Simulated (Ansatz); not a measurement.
Y (hcp, Mg type)

```yaml
crystal:
  lattice:
    - [3.68257, 0.00000, 0.00000]
    - [-1.84129, 3.18920, 0.00000]
    - [0.00000, 0.00000, 5.69848]
  atoms:
    - { symbol: Y, position: [0.33333, 0.66667, 0.75000] }
    - { symbol: Y, position: [0.66667, 0.33333, 0.25000] }
```

The slice is a (1 -1 0 0) plane (indices of the conventional cell) through the point (0.333, 0.667, 0.750) (fractional), spanned by u = [110] and v = [001] in vectors of this cell: u (3.68 Å) and v (5.70 Å, at 90° to u). It covers one period; positions are fractions (u, v).

All values below come from r2SCAN (plane waves to 500 eV, PAW, scalar-relativistic; Ansatz, a program for electronic structure). k mesh 15×15×8. Near the nuclei the fields are pseudised (PAW); where an atom keeps semicore shells as valence, they peak there. Y is run without spin polarisation. Y was relaxed with its symmetry unable to fall.

Three fields on this plane, each scaled to ten steps between its own extremes (0 low, 9 high; the total valence density on a logarithmic scale, the potential cut 8 eV below its top; x marks points blanked near nuclei; v = 0 in the bottom row):

Map A
```
|xxxx50022005xxx|
|xxxx30033003xxx|
|xxx5002552005xx|
|xx400146641004x|
|110002566520001|
|001123444432110|
|444432222223444|
|876421000012467|
|987410000001478|
|996200011000269|
|996200133100269|
|996100244200169|
|996200133100269|
|996200011000269|
|987410000001478|
|876421000012467|
|444432222223444|
|001123444432110|
|110002566520001|
|xx400146641004x|
|xxx5002552005xx|
|xxxx30033003xxx|
|xxxx50022005xxx|
|xxxxx002200xxxx|
```

Map B
```
|xxxx00577500xxx|
|xxxx01677610xxx|
|xxx0047887400xx|
|xx002689986200x|
|000357899875300|
|445678888887654|
|777777777777777|
|998876544567889|
|998764211246789|
|998641000014689|
|998630000003689|
|998630000003689|
|998630000003689|
|998641000014689|
|998764211246789|
|998876544567889|
|777777777777777|
|445678888887654|
|000357899875300|
|xx002689986200x|
|xxx0047887400xx|
|xxxx01677610xxx|
|xxxx00577500xxx|
|xxxxx047740xxxx|
```

Map C
```
|xxxx93000039xxx|
|xxxx72000027xxx|
|xxx9410000149xx|
|xx841000000148x|
|553100000000135|
|211000000000011|
|100000000000000|
|000000011000000|
|000001233210000|
|110012455421001|
|111113677631111|
|111124688642111|
|111113677631111|
|110012455421001|
|000001233210000|
|000000011000000|
|100000000000000|
|211000000000011|
|553100000000135|
|xx841000000148x|
|xxx9410000149xx|
|xxxx72000027xxx|
|xxxx93000039xxx|
|xxxxx400004xxxx|
```

Assign the maps to these fields: electron localisation function (ELF); valence electron density; electrostatic potential energy of an electron, from the cell's mean.

A is the electron localisation function (ELF); B is the electrostatic potential energy of an electron, from the cell's mean; C is the valence electron density.
